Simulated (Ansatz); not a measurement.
CdO (rock salt, Fm-3m) at seven volumes, plane-wave PAW PBEsol (Ansatz code), scaled uniformly. One row is withheld.

| V (Å³/atom) | P (GPa) |
|---|---|
| 11.736 | 17.16 |
| 12.123 | ? |
| 12.510 | 4.76 |
| 12.897 | 0.00 |
| 13.284 | -3.99 |
| 13.671 | -7.35 |
| 14.057 | -10.17 |

### Question
Fit the shown pressures and predict the withheld one.

### Answer
P = (3/2)B₀(x^(7/2) − x^(5/2))[1 + (3/4)(B′ − 4)(x − 1)] with x = (V₀/V)^(2/3). Least squares on the six rows gives V₀ = 12.897 Å³/atom, B₀ = 145 GPa, B′ = 4.78. At V = 12.123, x = 1.0421 and P = 10.41 GPa. The run itself gave 10.42 GPa.

Symmetry was held in the PBEsol relaxation; of distortions, only those at the zone centre were tested.

Potentials: the later of the program's two PAW sets.
